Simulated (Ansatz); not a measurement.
Given:

Ni$_{3}$Sn:
```cif
data_Ni12Sn4
_chemical_formula_sum 'Ni12 Sn4'
_space_group_name_H-M_alt 'Fm-3m'
_space_group_IT_number 225
_space_group_name_Hall '-F 4 2 3'
_cell_length_a 5.84650
_cell_length_b 5.84650
_cell_length_c 5.84650
_cell_angle_alpha 90.000
_cell_angle_beta 90.000
_cell_angle_gamma 90.000
loop_
_atom_site_label
_atom_site_type_symbol
_atom_site_symmetry_multiplicity
_atom_site_Wyckoff_symbol
_atom_site_fract_x
_atom_site_fract_y
_atom_site_fract_z
_atom_site_occupancy
Ni1 Ni 4 b 0.50000 0.50000 0.50000 1
Sn1 Sn 4 a 0.00000 0.00000 0.00000 1
Ni2 Ni 8 c 0.25000 0.25000 0.25000 1
```
(The calculation used a cell of 4 atoms; values per cell refer to that cell.)

This is the PBEsol-relaxed structure.

Task: All from the program Ansatz at the PBEsol level (PAW), unless another level is named. Give the bulk modulus (Birch–Murnaghan fit).

Result: 188 GPa.

Task: Next, the elastic constants (relaxed ions, GPa)?

Result: C11 = 173, C12 = 195, C44 = 112.

The workflow started from an entry of the Crystallography Open Database (COD), which files this formula under 3 space groups. Whether it is the stable phase at ambient conditions was not checked. The cell was relaxed with PBEsol under the symmetry of its start. At this level the phase is mechanically unstable. The workflow began spin-polarised and lost its moments. As this level gives no gap, shear constants depend on the k-mesh and smearing (Fermi–Dirac, 0.1 eV here). Spin–orbit coupling is left out wherever it is not named.

Potentials: the later of the program's two PAW sets.
